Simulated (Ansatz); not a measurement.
Data:

Pd:
```xyz
2
Lattice="0.0000 2.9038 2.9038 2.9038 0.0000 2.9038 2.9038 2.9038 0.0000" Properties=species:S:1:pos:R:3 pbc="T T T"
Pd     0.0000     0.0000     0.0000
Pd     1.4519     1.4519     1.4519
```

This is the PBE-relaxed structure.

Q: All from DFT-PBE in the program Ansatz with PAW potentials, unless another level is named. Predict the density of states at the Fermi level.

A: 4.6 states/eV per atom (mean over ±0.08 eV).

Q: And the gap with spin–orbit coupling?

A: none (metallic).

Space group Fd-3m (diamond). The start of the workflow was typed in or built on a structure type; neither database checked (COD, Materials Project) lists it. It is not the phase usual at ambient conditions (space group No. 225). The cell was relaxed with PBE under the symmetry of its start; its stability against distortions is not shown here. No spin polarisation was allowed. Scalar-relativistic: spin–orbit coupling is off unless named, which matters more the heavier the elements.

Potentials: the earlier of the program's two PAW sets.
